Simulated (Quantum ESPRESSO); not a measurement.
## Ir2Hf3Nb2Mo (one composition in several site orders)

Computed values, not a measurement. The program is pw.x of Quantum ESPRESSO 7.5 (plane-wave density functional theory). The cell is made up: eight metal atoms on a face-centred cubic lattice, with elements, volume, strain and displacements drawn at random and not relaxed, so it may be unstable or far from any real phase. PseudoDojo standard norm-conserving files set the functional (PBE unless stated); there is no spin polarisation or spin-orbit coupling, the Fermi-Dirac width of 0.25 eV means electrons at about 2900 K, and the masses in the input are unused placeholders. Heavy elements are run without spin-orbit coupling, which real alloys of them have. A spin test at this wide smearing found no moment, but such smearing suppresses magnetism that the real alloy may have.

The runs put one composition on the sites in different orders. Cell, positions, cutoff, mesh and smearing stay as in the input of run 1; sites are counted in its order. Stress in the tables is positive in tension.

Input of run 1:

```
&control calculation='scf', pseudo_dir='./dojo.nc.sr.pbe.v0_5.standard.upf', outdir='./o', disk_io='minimal', tprnfor=.true., tstress=.true. /
&system ibrav=0, nat=8, ntyp=4, nbnd=73, ecutwfc=82.02448710, nosym=.true., tot_charge=0,
 occupations='smearing', smearing='fd', degauss=0.0183746611
/
&electrons conv_thr=1.470e-08, electron_maxstep=70, mixing_beta=0.5 /
ATOMIC_SPECIES
Hf 1.0 Hf.upf
Ir 1.0 Ir.upf
Mo 1.0 Mo.upf
Nb 1.0 Nb.upf
CELL_PARAMETERS angstrom
0.0155 -2.1135 -2.1265
-6.3283 -2.1174 0.0504
-2.0282 4.1423 -6.2792
ATOMIC_POSITIONS angstrom
Ir -0.0007 0.0056 -0.0292
Hf -2.0546 2.0243 -4.2068
Nb -2.0067 -0.0075 -2.074
Hf -4.1693 2.0607 -6.2434
Ir -4.1827 -0.0342 -4.1828
Hf -4.2049 -2.1049 -2.0995
Mo -6.2294 -0.0632 -6.3101
Nb -6.2688 -2.1058 -4.1469
K_POINTS automatic
8 4 3 1 1 1
```

```
run  elements on sites 1 to 8  free energy less that of run 1 (eV)  -TS (eV)  pressure (GPa)  stress xx (GPa)  stress yy (GPa)  stress zz (GPa)  stress yz (GPa)  stress xz (GPa)  stress xy (GPa)  iterations
  1   Ir Hf Nb Hf Ir Hf Mo Nb                                0.000    -2.009           -3.95             4.23             4.46             3.16            -0.66            -3.95             3.03          21
  2   Hf Ir Nb Mo Hf Ir Nb Hf                                0.057    -2.003           -3.62             4.49             3.14             3.22            -0.41            -0.98             0.04          22
  3   Ir Mo Nb Ir Hf Nb Hf Hf                                0.429    -1.939           -2.74             4.10             2.41             1.71            -1.37            -1.00            -0.08          21
  4   Hf Ir Nb Mo Nb Hf Ir Hf                                0.527    -1.867           -2.64             2.38             2.84             2.70            -3.29             1.00            -2.38          21
  5   Ir Hf Mo Ir Nb Hf Hf Nb                               -0.070    -1.917           -3.15             6.52             2.00             0.92            -0.61             0.06            -0.69          19
  6   Nb Hf Ir Nb Hf Mo Ir Hf                               -0.091    -2.011           -3.89             4.77             2.96             3.94            -0.44             0.71            -1.35          21
```

Forces Fx Fy Fz (eV/Å):

```
site             run 1             run 2             run 3              run 4             run 5             run 6
   1   0.14 -0.27 0.34   0.74 -0.60 0.67   -0.16 0.01 0.05    0.47 -1.80 1.90   -0.36 0.02 0.08    0.40 0.05 0.01
   2    0.06 0.01 0.20  -0.08 0.34 -0.18  -0.77 0.72 -0.61    -0.54 0.10 0.12  -1.38 0.75 -0.55   0.87 1.02 -0.58
   3   0.06 0.19 -0.14  -1.88 -0.63 0.56   0.42 -0.92 0.98  -0.87 -0.03 -0.13   0.61 -0.40 0.52  -0.54 -0.15 0.16
   4  0.74 -0.19 -0.12  -0.06 0.02 -0.17  0.56 -0.12 -0.06    0.02 -1.05 0.78   0.23 0.04 -0.27  -1.50 0.43 -0.71
   5  -0.16 -0.06 0.04   1.93 0.61 -0.54   1.59 0.28 -0.21    0.81 1.55 -1.52   0.60 -0.49 0.25   0.18 -0.29 0.22
   6   -1.44 0.10 0.08   0.44 0.07 -0.03   0.40 -0.90 1.11    1.23 -0.23 0.58   0.61 -0.53 0.71   1.14 -0.05 0.14
   7  -0.26 -0.32 0.32  -0.65 0.12 -0.17  -1.28 1.33 -1.35    0.34 0.11 -0.04   0.27 0.96 -0.97   -0.07 0.02 0.02
   8   0.85 0.54 -0.72  -0.46 0.06 -0.15  -0.76 -0.40 0.09   -1.45 1.36 -1.68  -0.58 -0.36 0.22  -0.49 -1.02 0.73
```

The sites are displaced and not relaxed, so the energy differences mix bonding between neighbours with strain and are not ordering energies. A rerun of one cell of this series at a higher cutoff and on a denser mesh moved values by no more than 0.006 eV in energy, 0.08 GPa in stress and 0.007 eV/Å in force, and a second program with other atomic files agreed on that cell to 2 % rms in force and 0.5 GPa in pressure.